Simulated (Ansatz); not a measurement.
SrO (rock salt, space group No. 225), a = b = c = 5.1950 Å, α = β = γ = 90.00°; the cell used has 2 atoms.

Relaxed with PBE. Independent-particle spectrum: no excitons, no local fields, no scissors shift; 0.1 eV broadening; ε₁ of the summed bands alone.

Q: Tabulate the dielectric function from DFT-PBE in the program Ansatz with PAW potentials.

A: 

```tsv
E (eV)	ε₁ xx	ε₂ xx
0.0	3.83	0.00
0.4	3.84	0.00
0.8	3.87	0.00
1.2	3.92	0.00
1.6	3.99	0.00
2.0	4.09	0.00
2.4	4.24	0.00
2.8	4.47	0.00
3.2	4.89	0.00
3.6	5.56	0.78
4.0	5.40	1.60
4.4	5.01	2.00
4.8	4.74	2.25
5.2	4.52	2.45
5.6	4.35	2.69
6.0	4.00	3.02
6.4	3.88	3.01
6.8	3.76	3.26
7.2	3.47	3.97
7.6	2.75	3.89
8.0	1.67	3.58
8.4	2.36	2.56
8.8	4.03	3.30
9.2	0.99	5.92
9.6	0.08	3.71
10.0	0.37	3.46
10.4	-0.27	2.76
10.8	-0.32	2.38
11.2	-0.34	1.84
11.6	-0.19	1.38
12.0	0.12	0.80
```

Q: From ε at 5.4 eV (xx: 4.43 + 2.57i), find n, k, the normal reflectivity and the absorption coefficient.

A: n = 2.19, k = 0.588, R = 17 %, α = 2kE/ħc = 320000 cm⁻¹.

With all bands, ε∞ without local fields is 3.93. DFPT, with local fields, gives 3.79.

Space group Fm-3m (rock salt). Symmetry was held in the PBE relaxation; phonons on a q-mesh show no instability. Spin–orbit coupling is left out wherever it is not named.

Potentials: the later of the program's two PAW sets.
